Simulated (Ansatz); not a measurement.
# AgCl at 2 GPa: from Born charge to LO–TO splitting and polaron coupling

Theory: DFT LDA, scalar-relativistic, plane waves, PAW (Ansatz). Cutoff 420 eV, 10×10×10 k-points (Γ-centred), fixed occupations. No spin polarisation. Phonons by linear response, acoustic sum rule imposed.

The cell, relaxed at 2 GPa:
```cif
data_structure
_symmetry_space_group_name_H-M 'P 1'
_symmetry_Int_Tables_number 1
_cell_length_a 3.7524
_cell_length_b 3.7524
_cell_length_c 3.7524
_cell_angle_alpha 60.000
_cell_angle_beta 60.000
_cell_angle_gamma 60.000
_cell_volume 37.36
loop_
_atom_site_label
_atom_site_type_symbol
_atom_site_fract_x
_atom_site_fract_y
_atom_site_fract_z
_atom_site_occupancy
Ag1 Ag 0.50000 0.50000 0.50000 1
Cl1 Cl 0.00000 0.00000 0.00000 1
```

Linear response gives ν_TO = 142.6 cm⁻¹, Born charges ±1.402 e (positive on Ag) and ε∞ = 5.966. The primitive cell holds 37.362 Å³, and the masses are 107.868 and 35.450 amu.

Question: Find ν_LO and the static dielectric constant.

Answer: The long-wave field adds a restoring force: ω_LO² − ω_TO² = Z*²e²/(ε_vac ε∞ μV). In these units ν_LO² − ν_TO² = 4.92064×10⁷ Z*²/(μ V ε∞) cm⁻², with μ = m₁m₂/(m₁ + m₂) = 26.681 amu: 16255 cm⁻². So ν_LO = √(142.6² + 16255) = 191.3 cm⁻¹, and the run gives 191.2. Lyddane–Sachs–Teller then gives ε0 = ε∞ (ν_LO/ν_TO)² = 10.74, against 10.74 in the run (it forms both from the same three quantities, so the match checks the arithmetic only). Between ν_TO and ν_LO the dielectric function is negative and an undamped crystal reflects fully: a reststrahlen band from 52.3 to 70.1 μm.

Question: What do the Clausius–Mossotti polarisability and the Szigeti charge come to?

Answer: With the Lorentz local field, α = (3V/4π)(ε∞ − 1)/(ε∞ + 2) = 5.56 Å³ for the pair, and e_S = 3Z*/(ε∞ + 2) = 0.53 e. The Born charge includes the electrons' response to the dipole's own local field, and e_S takes that enhancement out. The Lorentz field assumes point-like polarisable ions, a poor picture once ε∞ is this large, since the electron clouds then overlap or are shared, so both numbers are formal here.

Question: How strongly does a slow electron couple to the LO mode?

Answer: For one isotropic parabolic band, Fröhlich's constant is α_F = (1/ε∞ − 1/ε0) √(m* Ry/ħω_LO), with Ry = 13.606 eV, ħω_LO = 23.7 meV and m* in free-electron masses: α_F = 0.0745 × 23.95 × √m* = 1.78 √m*. The band mass isn't part of this run; for m* = 0.1, 0.3 and 1 it gives 0.56, 0.98, 1.78. In weak coupling the polaron lies α_F ħω_LO below the band edge (23 meV at m* = 0.3) with a mass m*(1 + α_F/6); past α_F of about 5 or 6 that expansion fails. A semilocal functional's ε∞ tends to be too large, which taken alone lowers α_F.